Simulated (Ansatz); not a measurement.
# Optical constants of Al$_{2}$Ru

Computed with Ansatz, DFT LDA, scalar-relativistic, plane waves, PAW. Settings: 420 eV plane-wave cutoff, Γ-centred 18×18×18 mesh, Fermi-Dirac smearing of 0.15 eV. No spin polarisation.

Relaxed structure:
```xyz
3
Lattice="-1.5510 1.5510 4.1710 1.5510 -1.5510 4.1710 1.5510 1.5510 -4.1710" Properties=species:S:1:pos:R:3 pbc="T T T"
Al    0.0000    0.0000    5.4967
Al    0.0000    0.0000    2.8453
Ru    0.0000    0.0000    0.0000
```

In a metal these results depend on the k mesh and the smearing.

Independent-particle response (no local fields, no excitons) on a 30×30×30 mesh, broadened by 0.1 eV; the Drude term is undamped and its weight carries the smearing above, which sets much of it in a semimetal. The run couldn't bound its error over part or most of this range, so small peaks and near ties are unsure. Light polarised along z. ε₁ lacks the small share of bands above those solved.

Question: Tabulate ε₁ and ε₂ against photon energy.

Answer:
```tsv
E (eV)	ε₁	ε₂
0.3	-53.65	0.29
0.7	8.55	5.16
1.1	15.89	4.48
1.5	20.96	5.99
1.9	18.27	9.06
2.3	26.48	6.82
2.7	25.79	27.55
3.1	12.26	29.49
3.5	6.29	28.43
3.9	-1.53	24.73
4.3	-4.62	19.63
4.7	-4.48	12.85
5.1	-0.70	11.93
5.5	-2.32	13.24
5.9	-3.67	12.14
6.3	-2.60	10.39
6.7	-5.40	10.34
7.1	-4.99	7.24
7.5	-3.58	7.01
7.9	-4.94	7.10
8.3	-5.47	6.16
8.7	-5.29	4.02
9.1	-4.21	3.23
9.5	-3.42	3.08
9.9	-3.57	3.03
10.3	-3.47	2.38
10.7	-3.09	1.78
11.1	-2.62	1.52
11.5	-2.20	1.29
11.9	-1.66	1.31
```

Question: Where is the highest local maximum of ε₂ between 0.3 and 12 eV?

Answer: At 3.0 eV, where ε₂ = 31.2.

Cost: 1 run of about 8.8 core-minutes, on Arm Neoverse V2 (shared hosts).